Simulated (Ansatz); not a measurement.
Te₂Mo:
Space group P6₃/mmc (No. 194); a = b = 3.546 Å, c = 14.256 Å, α = β = 90.00°, γ = 120.00°

```json
[
 {"atom": "Mo", "site": "2c", "symmetry": "-6m2", "x": "0.3333", "y": "0.6667", "z": "0.2500"},
 {"atom": "Te", "site": "4f", "symmetry": "3m.", "x": "0.6667", "y": "0.3333", "z": "0.1243"}
]
```

Relaxed with r²SCAN+D4. The program Ansatz at the r²SCAN+D4 level (PAW) gives a gap of 0.91 eV.

Question: What gap does HSE06 give on the same cell (Ansatz, PAW)?

Answer: 1.22 eV, 0.31 eV more. The hybrid was solved on a coarser mesh and at special points; its gap is the smallest among all of these.

```csv
k,v1 r²SCAN+D4,c1 r²SCAN+D4,v1 HSE06,c1 HSE06
Γ,0.00,2.99,0.00,3.47
A,-0.12,3.03,?,?
K,-0.06,1.01,-0.05,1.35
H,-0.16,1.02,?,?
M,-0.49,1.32,?,?
L,-0.60,1.35,?,?
```

Question: Top valence (v1) and lowest conduction level (c1) in eV from each method's valence maximum (which need not be a listed point): supply the withheld HSE06 values.

Answer: 
- A, v1 HSE06: -0.14
- A, c1 HSE06: 3.50
- M, v1 HSE06: -0.49
- M, c1 HSE06: 1.71
- L, v1 HSE06: -0.60
- L, c1 HSE06: 1.74
- H, v1 HSE06: -0.16
- H, c1 HSE06: 1.35

Cost on shared cores: the r²SCAN+D4 run (SCF on a 9×9×2 mesh, then bands and DOS) about 2.9 core-minutes (a rough figure), the HSE06 run (SCF on 5×5×2, then a few points) very roughly 6 core-minutes; the tasks are unlike.

Space group P6_3/mmc. The cell was relaxed with r²SCAN+D4 under the symmetry of its start; of distortions, only those at the zone centre were tested. The run is not spin-polarised. Scalar-relativistic: spin–orbit coupling is off unless named, which matters more the heavier the elements.

Potentials: the later of the program's two PAW sets.
